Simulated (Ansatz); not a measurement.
ZnO (wurtzite), relaxed and computed with several functionals in Ansatz (plane waves, PAW). Much of their spread follows the volume that each gives.

| functional | V (Å³/atom) | B₀ by P(V) fit (GPa) |
|---|---|---|
| HSE06 | 11.94 | 145 |
| r²SCAN | 11.81 | 150 |
| PBE | 12.33 | 129 |
| LDA | 11.33 | ? |

Fit a straight line to ln B₀ against ln V and predict the withheld value.

Least squares on the 3 shown rows: ln B₀ = -3.53 × ln V + (13.728), with a scatter of 0 %. For LDA this gives 174. The run itself gave 161, outside the scatter: the line misses something about this case.

All cells were relaxed under the symmetry of their starts (and spin orders); stability against distortions was not tested throughout.

Potentials: the later of the program's two PAW sets.

Ansatz (a quantum-chemistry and plane-wave program) is a plane-wave DFT program.
